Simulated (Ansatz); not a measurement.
# ZnGe₂N₄: rattling a relaxed structure

The cell was found from a structure generator's guess, not taken from experiment.

Method: DFT PBE, scalar-relativistic, plane waves, PAW in Ansatz. Cutoff 420 eV; k points 10×10×10 on the computed 7-atom cell (Γ-centred); Gaussian smearing, width 0.10 eV; no spin polarisation.

The cell below (7 atoms, space group Imm2 (No. 44)) is relaxed within its symmetry.

```
Zn Ge N
1.0
    -1.76488    4.55201    2.52460
     1.76488   -4.55201    2.52460
     1.76488    4.55201   -2.52460
Zn Ge N
1 2 4
Direct
  0.01053 0.01053 0.00000
  0.65761 0.47889 0.17873
  0.30016 0.47889 0.82127
  0.06043 0.86055 0.19988
  0.38930 0.07308 0.68378
  0.38930 0.70551 0.31622
  0.66067 0.86055 0.80012
```

For the test it was strained at random (σ = 1.5 % a component), the atoms were moved at random (σ = 0.15 Å), and all was relaxed again on a coarse 6×6×6 mesh (in the run’s order of axes) with 0.20 eV smearing, with no symmetry imposed.

Task: Does it come back?

Result: It doesn't return. The energy falls by 153 meV/atom on that mesh, the volume changes by 1.0 %, and the end has space group P1 (No. 1) at a loose tolerance. Relaxed again on a 12×8×8 mesh with 0.02 eV smearing, the new structure lies 153 meV/atom below the first (mesh in the axes of the run's cell; the cell below is made exact in the group named). Space group P1 (No. 1), triclinic, a = 3.183 Å, b = 5.472 Å, c = 5.592 Å, α = 62.2°, β = 73.7°, γ = 89.2°. Zn has 1 N at 1.96 Å and 3 N at 2.09–2.18 Å; Ge on its first site is surrounded by 4 N at 1.86–1.94 Å; Ge on its second site has 4 N at 1.83–2.00 Å; around N on its first site lie 3 Ge at 1.94–2.00 Å and 1 Zn at 2.18 Å; 3 more sites not described.

```
CELL_PARAMETERS angstrom
3.18346 0.00000 0.00000
0.07937 5.47145 0.00000
1.57063 2.58204 4.70533
ATOMIC_POSITIONS crystal
Zn 0.09675 0.06805 0.01332
Ge 0.75728 0.65187 0.65324
Ge 0.45729 0.40733 0.30332
N 0.94509 0.62188 0.30672
N 0.27732 0.84649 0.60778
N 0.33720 0.08420 0.64216
N 0.59706 0.32019 0.00546
```
